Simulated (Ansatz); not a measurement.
Here is the system:

Starting cell, PbS (rock salt):

```
CELL_PARAMETERS angstrom
      0.00000     6.00904     6.00904
      3.00452     0.00000     3.00452
      3.00452     3.00452     0.00000
ATOMIC_POSITIONS crystal
  S  0.00000 0.00000 0.00000
  S  0.50000 0.00000 0.00000
  Pb 0.25000 0.50000 0.50000
  Pb 0.75000 0.50000 0.50000
```

The atoms are displaced by Q × the pattern below (from a DFPT mode at L = (0.5, 0.0, 0.0), largest move 1; Q in Å), at fixed cell. (q is in reciprocal vectors of the primitive cell; the cell shown is doubled to hold the pattern.)

```tsv
atom	x	y	z
Pb3	0.577	-0.577	-0.577
Pb4	-0.577	0.577	0.577
```

Atoms not listed stay in place.

Method: PBE (plane waves to 420 eV, PAW, scalar-relativistic; Ansatz, a program for electronic structure). k mesh 5×10×10 (Γ-centred), Fermi-Dirac smearing 0.05 eV. E stands for the smeared free energy. PbS was relaxed with its symmetry unable to fall. Spin-orbit coupling is left out, though Pb is heavy. The PAW data are Ansatz's earlier set. ΔE is measured from the undisplaced structure.

The scan covers Q from -0.180 to 0.180 Å in 13 points.

Question: Which space group does the distorted structure have?

Answer: R-3m (No. 166), lowered from Fm-3m.

Question: What is the energy change at Q = 0.180 Å?

Answer: 259.2 meV/cell.

Question: What harmonic wavenumber does the curvature at Q = 0 give?

Answer: 103 cm⁻¹.

(For displaced atoms, the force is minus the slope of the energy, and its curvature is a force constant, which sets phonon frequencies.)
